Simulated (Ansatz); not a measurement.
Relaxed Li (bcc, W type):

```yaml
crystal:
  lattice:
    - [-3.47745, 3.47745, 3.47745]
    - [0.00000, 0.00000, 3.47745]
    - [0.00000, 3.47745, 0.00000]
  atoms:
    - { symbol: Li, position: [0.00000, 0.00000, 0.00000] }
    - { symbol: Li, position: [0.50000, 0.00000, 0.00000] }
```

A phonon eigenvector at H = (0.5, 0.5, 0.5) is frozen into this cell: atom i moves by Q times the vector below, so Q is the largest atomic displacement, in Å. The cell is held. It is one choice among 3 degenerate patterns. (q is in reciprocal vectors of the primitive cell; the cell shown is doubled to hold the pattern.)

```json
[
 {"atom": "Li1", "x": "0.000", "y": "0.000", "z": "-1.000"},
 {"atom": "Li2", "x": "0.000", "y": "0.000", "z": "1.000"}
]
```

Calculation: r2SCAN (plane waves to 500 eV, PAW, scalar-relativistic; Ansatz, a quantum-chemistry and plane-wave program). k mesh 19×19×19 (Γ-centred), Fermi-Dirac smearing 0.05 eV. With partly filled bands, energies and forces of such displacements shift with the k mesh and the smearing. Li was relaxed with its symmetry unable to fall. 

| Q (Å) | −dE/dQ from forces (eV/Å) |
|---|---|
| -0.100 | 0.553 |
| -0.083 | 0.463 |
| -0.067 | 0.372 |
| -0.050 | 0.280 |
| -0.033 | 0.187 |
| -0.017 | 0.094 |
| 0.000 | 0.000 |
| 0.017 | -0.094 |
| 0.033 | -0.187 |
| 0.050 | -0.280 |
| 0.067 | -0.372 |
| 0.083 | -0.463 |
| 0.100 | -0.553 |

Task: What harmonic wavenumber does the curvature at Q = 0 give?

Result: 332 cm⁻¹. E″ = 5.63 eV/Å², M = Σ mᵢ|uᵢ|² = 13.9 u, ν̃ = 521.5·√(|E″|/M).

(A displaced cell: forces are minus the slopes of the energy, force constants its curvatures, and phonons follow from these.)
